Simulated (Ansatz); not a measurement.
Ansatz input file:

```yaml
crystal:
  lattice:
    - [0.0, 3.5902860265, 3.5902860265]
    - [3.5902860265, 0.0, 3.5902860265]
    - [3.5902860265, 3.5902860265, 0.0]
  atoms:
    - { symbol: "Y", position: [0.5, 0.5, 0.5] }
    - { symbol: "Y", position: [0.75, 0.75, 0.75] }
    - { symbol: Ir, position: [0.125, 0.125, 0.125] }
    - { symbol: Ir, position: [0.625, 0.125, 0.125] }
    - { symbol: Ir, position: [0.125, 0.125, 0.625] }
    - { symbol: Ir, position: [0.125, 0.625, 0.125] }
basis:
  ecutwfc: 420
kpoints:
  mp_grid: { grid: [8, 8, 8] }
hamiltonian:
  xc: pbesol
scf:
  occupations: { method: gaussian, width: 0.1 }
output:
  forces: true
  stress: true
  eigenvalues: true
  write_density: true
  write_potential: true
  elf: true
  volumetric_format: npy
```

Launched with
```bash
ansatz run input.yaml --threads 1 --pin off --max-ram 2560MiB --backend cpu --events-out ev --progress --plain --runs-dir out
```

Method: DFT PBEsol, scalar-relativistic, plane waves, PAW (Ansatz 0.2.0).

From the run's log, abridged (final results; tables in files aren't shown):

```
SCF 1 converged in 6 iterations: F = -54789.723965 eV  dr2 = 1.21e-8
SCF converged after 6 iterations
Free energy (F): -54789.723965 eV
Harris-Foulkes:  -54789.723965 eV  (|F-HF|=6.88e-9)
Internal energy: -54789.712309 eV  (E = F + TS)
E sigma→0 (E₀):  -54789.718137 eV
Entropy (-TS):   -0.011656 eV (-1.943 meV/atom)
Fermi energy:    22.605437 eV
--- Per-component energies (eV) ---
  E_band       = -466.050601
  E_kinetic    = 3141.691325
  E_local      = -6380.474956  (includes V_loc(G=0)·N_el)
  E_nonlocal   = 413.216299
  E_hartree    = 2514.489742
  E_xc         = -1425.172607
  E_vxc        = -1616.049461  (∫ρ·V_xc dr)
  E_paw        = -41906.172707  (= ΣΔE_a)
  E_vpaw       = -1053.410504  (= ΣTr[D̂ρ^β])
  E_aug_tail   = 0.000257  (compensation charges beyond the density's cutoff)
  E_ewald      = -11148.648346
  E_core_change = 1.358685  (= ΣΔE_core)
  E_smearing   = -0.011656  (= −TS)
--- Forces (eV/Å), atoms counted from 1 ---
  atom   1  Y      0.00000000     0.00000000     0.00000000
  atom   2  Y      0.00000000     0.00000000     0.00000000
  atom   3  Ir     0.00000000     0.00000000     0.00000000
  atom   4  Ir     0.00000000     0.00000000     0.00000000
  atom   5  Ir     0.00000000     0.00000000     0.00000000
  atom   6  Ir     0.00000000     0.00000000     0.00000000
--- Stress (GPa, compression-positive) ---
       37.260257       0.000000       0.000000
        0.000000      37.260257       0.000000
        0.000000       0.000000      37.260257
  P = ⅓ Tr σ = 37.2603 GPa (372.603 kbar)
--- Band table (eV; the first three rows and the last of 29) ---
  k-point 0: bands = ["-69.6133", "-69.5021", "-69.5021", "-69.5021", "-27.5329", "-26.7996", "-26.7996", "-26.7996", "-26.5477", "-26.5477", "-26.0917", "-26.0917", "-26.0917", "-26.0865", "-26.0865", "-26.0865", "-19.1423", "-18.8891", "0.4109", "0.4109", "0.4109", "1.0209", "1.0209", "1.0209", "12.4500", "15.2137", "15.5949", "15.5949", "15.5949", "17.2499", "17.2499", "17.9413", "17.9413", "17.9413", "21.4399", "21.4399", "21.4399", "21.5253", "21.5253", "21.8853", "21.8853", "21.8853", "21.8857", "21.8857", "22.6451", "22.6451", "22.6451", "24.0668", "25.5983", "25.5983", "25.5983", "25.8114", "25.8114", "25.8114"]
  k-point 1: bands = ["-69.6101", "-69.5053", "-69.5021", "-69.5021", "-27.5023", "-26.7942", "-26.7858", "-26.7858", "-26.5406", "-26.5406", "-26.1281", "-26.1130", "-26.1130", "-26.0917", "-26.0877", "-26.0877", "-19.1338", "-18.8965", "0.4059", "0.4059", "0.4208", "1.0022", "1.0288", "1.0288", "12.6457", "15.3841", "15.6861", "15.7118", "15.7118", "17.3249", "17.3249", "17.8068", "17.9570", "17.9570", "20.9721", "20.9721", "21.0905", "21.3970", "21.3970", "21.7925", "21.7925", "21.8559", "22.2162", "22.2162", "22.4193", "22.8212", "22.8212", "23.3913", "25.3956", "25.3956", "25.5982", "25.7934", "25.7934", "26.3540"]
  k-point 2: bands = ["-69.6017", "-69.5139", "-69.5021", "-69.5021", "-27.4224", "-26.7738", "-26.7524", "-26.7524", "-26.5144", "-26.5144", "-26.2417", "-26.1763", "-26.1763", "-26.0916", "-26.0878", "-26.0878", "-19.1114", "-18.9163", "0.3946", "0.3946", "0.4224", "0.9833", "1.0471", "1.0471", "13.1611", "15.7661", "16.0065", "16.0065", "16.0332", "17.5081", "17.5474", "17.5474", "18.0593", "18.0593", "20.2219", "20.4946", "20.4946", "20.6446", "20.6446", "21.2227", "21.7867", "21.7923", "21.7923", "22.3168", "22.3168", "23.1052", "23.3887", "23.3887", "24.7591", "24.7591", "25.5977", "25.9976", "25.9976", "26.9106"]
  k-point 28: bands = ["-69.5579", "-69.5579", "-69.5022", "-69.5022", "-27.0165", "-27.0165", "-26.5943", "-26.5943", "-26.4473", "-26.4473", "-26.3908", "-26.3908", "-26.1911", "-26.1911", "-26.1802", "-26.1802", "-19.0109", "-19.0109", "0.2802", "0.2802", "0.7182", "0.7182", "1.1515", "1.1515", "15.6177", "15.6177", "17.0762", "17.0762", "17.5511", "17.5511", "17.6260", "17.6260", "18.6183", "18.6183", "18.7090", "18.7090", "19.4345", "19.4345", "19.5644", "19.5644", "20.7920", "20.7920", "21.0190", "21.0190", "22.7182", "22.7182", "23.8951", "23.8951", "25.3120", "25.3120", "25.5622", "25.5622", "27.2813", "27.2813"]
```

Self-consistency was reached.

The run took 9.6 s on 1 thread of Arm Neoverse V1, with other jobs on the host, peak memory 0.42 GiB.

Spin–orbit coupling is left out, which can shift energies with elements as heavy as these.